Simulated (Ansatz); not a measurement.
An element in the diamond structure gives these cold pressures by all-electron LAPW under PBEsol (Ansatz 0.2.0, scalar-relativistic, no spin polarisation).

| V (Å³/atom) | P (GPa) |
| --- | --- |
| 27.03 | 0.04 |
| 24.87 | 5.09 |
| 22.71 | 12.58 |
| 20.55 | 23.7 |
| 18.38 | 41.0 |
| 16.22 | 69.6 |
| 14.06 | 119.3 |
| 12.17 | 199.8 |

Task: Which element is it?

Result: As. Its zero-pressure volume in this structure is near 27.0 Å³/atom; the volume and the steepness of P(V) together point to it, though neighbours can come close. Neighbours weren't tried against these numbers.
